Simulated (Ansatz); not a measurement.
## ScNiSn: reading a single point

```
Sn Ni Sc
1.0
     6.63459    0.00000    0.00000
     0.00000    4.33928    0.00000
     0.00000    0.00000    7.54691
Sn Ni Sc
4 4 4
Direct
  0.21610 0.25000 0.59200
  0.28390 0.75000 0.09200
  0.71610 0.25000 0.90800
  0.78390 0.75000 0.40800
  0.80200 0.25000 0.56900
  0.69800 0.75000 0.06900
  0.30200 0.25000 0.93100
  0.19800 0.75000 0.43100
  0.53800 0.25000 0.28500
  0.96200 0.75000 0.78500
  0.03800 0.25000 0.21500
  0.46200 0.75000 0.71500
```

Method: LDA, no spin polarisation; PAW, plane waves to 420 eV, 5×8×5 Γ-centred mesh, fermi-dirac occupations (width 0.0214 eV) (Ansatz 0.2.0), atoms fixed.

**Contacts.** Sn–Ni at 2.49 Å: least valence density 0.41 e/Å³ and ELF 0.32 there. Ni–Sc at 2.77 Å: least valence density 0.23 e/Å³ and ELF 0.24 there. Sn–Sc at 2.87 Å: least valence density 0.21 e/Å³ and ELF 0.19 there. Both are smooth PAW fields, read partly inside the augmentation spheres.
**Formation energy.** -0.64 eV an atom against the elements' usual phases (free molecules for gases, crystals otherwise, with no correction for O₂ or N₂), so it is bound against them; other compounds may still compete. Relaxing would lower it.
**Forces.** The largest is on Sc10 (and as large on other atoms): 0.92 eV/Å, components (0.83, 0.00, -0.41). It makes 155° with the line to a nearest neighbour, Ni6 at 2.77 Å, pointing away from it.
**At the Fermi level.** It is a metal, with about 6.1 states/eV a cell as the mean within 0.25 eV of the Fermi level, mostly Sc d (42 %), Ni d (29 %) and Sn p (22 %).

Origin: a database entry at a rescaled volume. Caveats: no spin polarisation, so a magnetic state may lie lower.
